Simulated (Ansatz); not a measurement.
HfGaPd:
```xyz
18
Lattice="7.1528 0.0000 0.0000 -3.5764 6.1945 0.0000 0.0000 0.0000 6.9217" Properties=species:S:1:pos:R:3 pbc="T T T"
Hf    -1.3083     2.5330     5.1913
Hf    -0.7286     6.0610     5.1913
Hf     2.0369     3.7949     5.1913
Hf     2.8478     0.1335     1.7304
Hf     5.6133     2.3996     1.7304
Hf     2.2681     3.6614     1.7304
Ga     5.2310     0.0000     3.4609
Ga     0.9609     1.6643     0.0000
Ga    -2.6155     4.5302     3.4609
Ga     5.2310     0.0000     0.0000
Ga     0.9609     1.6643     3.4609
Ga    -2.6155     4.5302     0.0000
Pd     0.0000     4.1297     0.2196
Pd     0.0000     4.1297     3.2413
Pd     3.5764     2.0648     3.6804
Pd     3.5764     2.0648     6.7022
Pd     0.0000     0.0000     1.7304
Pd     0.0000     0.0000     5.1913
```

Relaxed with r²SCAN. Special points in fractions of this cell's reciprocal vectors: Γ (0.000, 0.000, 0.000); M (0.500, 0.000, 0.000); K (0.333, 0.333, 0.000); A (0.000, 0.000, 0.500); L (0.500, 0.000, 0.500); H (0.333, 0.333, 0.500).

Q: List the band energies nearest the Fermi level at these points for r²SCAN in the plane-wave PAW code Ansatz.

A: In eV from the Fermi level; about four levels below and three above (degenerate sets whole), none deeper than 8.9 eV; points with the same levels are listed once.

```csv
k,below,above
Γ,-0.57 -0.57 -0.26 -0.24 -0.24,0.27 1.02 1.02
M,-1.03 -0.98 -0.61 -0.50,0.33 0.48 0.51
K,-0.78 -0.58 -0.58 -0.57,0.22 0.49 0.49
A,-0.17 -0.17 -0.17 -0.17,0.26 0.26 0.94 0.94 0.94 0.94
L,-0.87 -0.87 -0.48 -0.48,0.09 0.09 0.62 0.62
H,-0.68 -0.68 -0.04 -0.04,0.66 0.66 1.07 1.07
```

Space group P-62c. The workflow started from a Materials Project entry (that database holds measured and hypothetical structures alike); the Crystallography Open Database files this formula in space group No. 190, but the cells were not matched. Whether it is the stable phase at ambient conditions was not checked. Symmetry was held in the r²SCAN relaxation; its stability against distortions is not shown here. No spin polarisation was allowed. Scalar-relativistic: spin–orbit coupling is off unless named, which matters more the heavier the elements.

Potentials: the later of the program's two PAW sets.
